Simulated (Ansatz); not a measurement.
Here is the system:

Ga₃Mo in space group I4/mmm (No. 139; Ga on 2b, Ga on 4d, Mo on 2a), a = 3.7972 Å, b = 3.7972 Å, c = 8.5570 Å, α = 90.00°, β = 90.00°, γ = 90.00°; the cell used has 4 atoms.

This is the PBE-relaxed structure.

### Question
All from the program Ansatz at the PBE level (PAW), unless another level is named. Give the formation energy from the elements (no fitted shifts).

### Answer
-0.043 eV/atom.

### Question
Give the density of states at the Fermi level.

### Answer
0.82 states/eV per atom (mean over ±0.08 eV).

The cell is a constructed one: a structure type filled with these elements; neither database checked (COD, Materials Project) lists it. Its standing as an ambient phase is unchecked. Symmetry was held in the PBE relaxation; its stability against distortions is not shown here. No spin polarisation was allowed. Axis ratios of metals converge slowly with the k-mesh, so a and c are less sure than the volume. The references are the lowest solids computed at this level, not always the standard phases. Scalar-relativistic: spin–orbit coupling is off unless named, which matters more the heavier the elements.

Potentials: the earlier of the program's two PAW sets.
